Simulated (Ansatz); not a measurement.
Polymorphs of AgI, each relaxed with plane-wave PAW HSE06 (Ansatz code):

A: rock salt (Fm-3m)
a = 6.1543 Å, b = 6.1543 Å, c = 6.1543 Å, α = 90.00°, β = 90.00°, γ = 90.00°

| atom | site | symmetry | x | y | z |
|---|---|---|---|---|---|
| Ag | 4a | m-3m | 0.0000 | 0.0000 | 0.0000 |
| I | 4b | m-3m | 0.5000 | 0.5000 | 0.5000 |

B: wurtzite (P6_3mc)
a = b = 4.6805 Å, c = 7.6463 Å, α = β = 90.00°, γ = 120.00°

| atom | site | symmetry | x | y | z |
|---|---|---|---|---|---|
| I | 2b | 3m. | 0.3333 | 0.6667 | 0.0025 |
| Ag | 2b | 3m. | 0.6667 | 0.3333 | 0.1275 |

Question: Put the candidates in order of energy per atom at 0 K, lowest first, for HSE06.

Answer: B (+0 meV/atom), A (+90 meV/atom)

Question: Give each one's gap.

Answer: A 1.86 eV; B 2.53 eV.

Not the usual ambient phase: A. All cells were relaxed under the symmetry of their starts (and spin orders); stability against distortions was not tested throughout. Rows with no word on spin ran without spin polarisation. Spin–orbit coupling is left out wherever it is not named.

Potentials: the later of the program's two PAW sets.
